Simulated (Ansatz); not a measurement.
# Trajectory cell O32Ca20Mg12 of rocksalt MgO alloyed with CaO

All numbers below come from Ansatz, DFT, PBEsol, PAW, plane waves.

Command:

```sh
ansatz run in.yaml --threads 2 --pin off --max-ram 30400MiB --runs-dir r --events-out ev --progress --plain --backend cuda --devices 0, --max-vram 18GiB
```

The input less its lattice and atoms:

```yaml
accuracy: low
crystal:
  symmetry: { detect: false }
kpoints:
  mp_grid: { grid: [1, 1, 1], shift: [0.25, 0.25, 0.25] }
hamiltonian:
  xc: pbesol
scf:
  occupations: { method: fermi_dirac, width: 0.1 }
md:
  ensemble: nvt_langevin
  timestep: 2.5
  n_steps: 240
  temperature: 600
  temperature_schedule: [{ n_steps: 120, end_temperature: 600 }, { n_steps: 120, end_temperature: 600 }]
  friction: 0.02
  initial_velocities: maxwell_boltzmann
  seed: 1
```

Start:

```
O Ca Mg
1.0
     9.14212    0.00000    0.00000
     0.00000    9.14212    0.00000
     0.00000    0.00000    9.14212
O Ca Mg
32 20 12
Direct
  0.24786 0.99941 0.00149
  0.24941 0.99858 0.49899
  0.25031 0.49942 0.99833
  0.25161 0.49585 0.49800
  0.75207 0.99841 0.00419
  0.75166 0.00134 0.49559
  0.74971 0.50224 0.00068
  0.75014 0.50253 0.50070
  0.99858 0.24914 0.99977
  0.00254 0.24643 0.50228
  0.00140 0.74850 0.00040
  0.00030 0.74725 0.50069
  0.49866 0.24529 0.00006
  0.49846 0.25196 0.50270
  0.49690 0.75140 0.99694
  0.49901 0.74914 0.50175
  0.00032 0.00324 0.25210
  0.99863 0.00102 0.75016
  0.00049 0.50354 0.24763
  0.99854 0.50218 0.74743
  0.49814 0.00498 0.24748
  0.50339 0.99955 0.75079
  0.50006 0.49884 0.25227
  0.49613 0.50168 0.75075
  0.24865 0.24837 0.25211
  0.24833 0.24838 0.75660
  0.25102 0.74865 0.25003
  0.25241 0.74813 0.74896
  0.74895 0.24592 0.24730
  0.75126 0.25196 0.74860
  0.74988 0.75155 0.24883
  0.74819 0.74896 0.75123
  0.99756 0.99678 0.99668
  0.99951 0.50425 0.99977
  0.49734 0.00100 0.49669
  0.50101 0.50109 0.99628
  0.49805 0.50143 0.49893
  0.25042 0.25101 0.99905
  0.24926 0.25115 0.49911
  0.24730 0.74770 0.99770
  0.74999 0.74972 0.99954
  0.74934 0.75315 0.49762
  0.24784 0.00413 0.24921
  0.24634 0.00120 0.75006
  0.25023 0.50116 0.75196
  0.75115 0.00332 0.74775
  0.00127 0.25381 0.24726
  0.99971 0.24788 0.75030
  0.99952 0.74652 0.75020
  0.50056 0.25324 0.25188
  0.50001 0.25138 0.74790
  0.50077 0.75369 0.25215
  0.00052 0.99952 0.50115
  0.99957 0.49949 0.50053
  0.49820 0.99860 0.99931
  0.24991 0.75052 0.49829
  0.74832 0.24785 0.99890
  0.74685 0.25397 0.49792
  0.24865 0.50364 0.24666
  0.75077 0.00153 0.24918
  0.74756 0.50199 0.24896
  0.74786 0.49778 0.74961
  0.99551 0.75137 0.25389
  0.50218 0.74749 0.74996
```

Some of the steps:

```csv
step,"free energy without the kinetic part, less step 0 (eV)",temperature (K),largest force component (eV/Å)
0,0.000,591,1.22
5,0.694,429,1.88
10,0.827,471,1.72
15,1.143,423,2.11
20,0.970,559,2.95
25,1.370,461,2.43
30,1.455,436,2.34
35,1.076,501,1.82
40,1.232,457,2.41
45,1.384,469,3.07
50,0.796,563,1.63
55,1.450,510,2.54
60,1.209,499,2.22
65,1.018,601,2.18
70,1.045,610,1.47
75,2.126,415,1.92
80,1.926,479,1.59
85,1.302,582,1.88
90,1.541,508,2.05
95,1.102,564,1.74
100,1.480,550,2.80
105,1.674,658,2.84
110,1.818,589,2.22
115,2.396,562,2.70
120,2.191,633,2.48
125,2.326,643,2.25
130,2.056,542,3.27
135,2.484,560,3.77
140,2.666,624,2.60
145,2.199,582,2.09
150,1.850,616,2.00
155,2.205,570,2.66
160,2.328,598,2.34
165,2.491,647,2.03
170,2.601,608,2.14
175,2.078,657,2.51
180,2.069,625,1.95
185,2.442,631,2.61
190,2.856,609,2.54
195,3.282,622,2.73
200,2.878,634,2.42
205,2.480,717,3.38
210,2.361,685,1.97
215,2.543,600,2.46
220,2.216,660,2.22
225,2.535,690,3.03
230,2.921,568,3.14
235,1.888,743,2.24
240,2.420,656,3.69
```

Structure at step 120 of the program's count:

```xyz
64
Lattice="9.1421 0.0000 0.0000 0.0000 9.1421 0.0000 0.0000 0.0000 9.1421" Properties=species:S:1:pos:R:3 pbc="T T T"
O     2.2667    9.1118    8.9517
O     2.0980    8.9843    4.4641
O     2.0757    4.6139    0.0110
O     2.1111    4.8201    4.4601
O     6.7969    0.1409    0.1518
O     6.7717    0.2474    4.4891
O     6.6814    4.1824    0.2922
O     6.9657    4.4540    4.3944
O     0.0543    2.1798    0.0443
O     9.1347    2.4630    4.6157
O     9.1042    6.8968    0.2759
O     0.0881    6.9221    4.4523
O     4.5829    1.9300    9.0768
O     4.6886    2.2638    4.4430
O     4.4954    6.8635    8.8989
O     4.3113    6.7442    4.5107
O     8.9385    9.0797    2.5909
O     9.1106    9.0886    6.6027
O     9.0616    4.7071    2.3234
O     8.9007    4.5171    6.7488
O     4.5811    9.1062    2.2443
O     4.6088    8.9854    6.8275
O     4.1939    4.5402    2.3039
O     4.8002    4.6906    6.7398
O     2.2373    2.2453    2.2241
O     2.4656    2.2551    6.6230
O     2.0659    6.7480    2.1010
O     2.1541    6.8526    6.7439
O     6.8659    2.2989    2.5346
O     6.8046    2.3301    6.7401
O     6.7119    6.5881    2.2366
O     6.8814    6.8829    6.7549
Ca    9.1115    9.0445    0.0085
Ca    9.0698    4.5315    0.0726
Ca    4.4359    9.0881    4.5334
Ca    4.5499    4.4309    0.0269
Ca    4.5058    4.5623    4.4988
Ca    2.3260    2.2753    9.0812
Ca    2.1821    2.2530    4.4129
Ca    2.3200    6.8844    9.0148
Ca    6.8238    6.8921    0.1128
Ca    6.8604    6.9822    4.3074
Ca    2.0863    0.0175    2.2094
Ca    2.2718    8.9787    6.7398
Ca    2.2250    4.5687    6.6969
Ca    6.8782    9.0885    6.8625
Ca    9.1271    2.3807    2.4052
Ca    0.0497    2.2231    6.7233
Ca    9.0566    6.6297    6.8327
Ca    4.6496    2.2544    2.3140
Ca    4.6032    2.2264    6.8478
Ca    4.5382    6.8056    2.2239
Mg    9.0934    8.9549    4.5208
Mg    9.0918    4.5408    4.5034
Mg    4.6218    9.0587    9.0402
Mg    2.1940    6.8994    4.3400
Mg    7.0101    2.2532    9.0294
Mg    6.9396    2.2916    4.6300
Mg    2.2037    4.5874    2.2863
Mg    6.8815    0.2915    2.3544
Mg    7.0685    4.3080    2.3293
Mg    6.8359    4.5501    6.6014
Mg    0.0444    6.8562    2.1408
Mg    4.6131    6.8457    6.7089
```

End:

```
O Ca Mg
1.0
     9.14212    0.00000    0.00000
     0.00000    9.14212    0.00000
     0.00000    0.00000    9.14212
O Ca Mg
32 20 12
Direct
  0.24383 0.03369 0.00150
  0.21554 0.00421 0.50201
  0.22113 0.52677 0.01563
  0.21811 0.51783 0.49626
  0.73189 0.02937 0.03182
  0.73325 0.03250 0.49775
  0.71524 0.50662 0.00551
  0.74977 0.51426 0.50653
  0.97365 0.27442 0.00302
  0.97360 0.25546 0.50509
  0.97664 0.77955 0.02178
  0.97950 0.77883 0.50237
  0.49995 0.25868 0.99500
  0.49003 0.25253 0.49798
  0.48730 0.76874 0.97772
  0.46851 0.75944 0.51269
  0.98307 0.98238 0.26263
  0.99495 0.01413 0.73353
  0.98829 0.52019 0.26378
  0.97627 0.50418 0.75849
  0.47881 0.00617 0.23058
  0.48035 0.00206 0.76148
  0.46595 0.50585 0.23283
  0.49594 0.53668 0.73845
  0.22689 0.27466 0.25535
  0.23845 0.26165 0.75396
  0.23110 0.74869 0.26777
  0.26057 0.75984 0.75313
  0.73890 0.29988 0.25530
  0.74673 0.27976 0.73224
  0.74824 0.75503 0.26269
  0.74062 0.76236 0.74318
  0.97937 0.01952 0.99792
  0.97713 0.52209 0.00970
  0.49159 0.00861 0.50553
  0.47919 0.51495 0.00601
  0.47821 0.51952 0.51777
  0.23494 0.28236 0.00241
  0.21392 0.26889 0.51102
  0.23457 0.77427 0.00300
  0.72906 0.76905 0.00886
  0.74008 0.76789 0.50002
  0.23474 0.01261 0.25153
  0.23815 0.01257 0.73645
  0.24651 0.52279 0.75040
  0.73652 0.01622 0.76353
  0.97594 0.25897 0.25779
  0.97540 0.27345 0.76793
  0.96881 0.76662 0.76216
  0.49199 0.27223 0.26044
  0.50118 0.26692 0.74565
  0.48047 0.76475 0.24437
  0.98104 0.01163 0.48848
  0.97248 0.51900 0.51415
  0.48620 0.01552 0.99641
  0.21526 0.76757 0.49535
  0.72913 0.28875 0.98550
  0.72521 0.27254 0.49846
  0.21371 0.51862 0.26443
  0.74392 0.99975 0.24831
  0.76999 0.50847 0.27863
  0.71003 0.51770 0.76253
  0.99711 0.75779 0.26594
  0.48208 0.75795 0.74655
```

The run ended as planned.

Time: 3.1 min of wall time on one NVIDIA H100 with 2 processor threads, on a host shared with other runs; peak host memory 1.3 GiB.
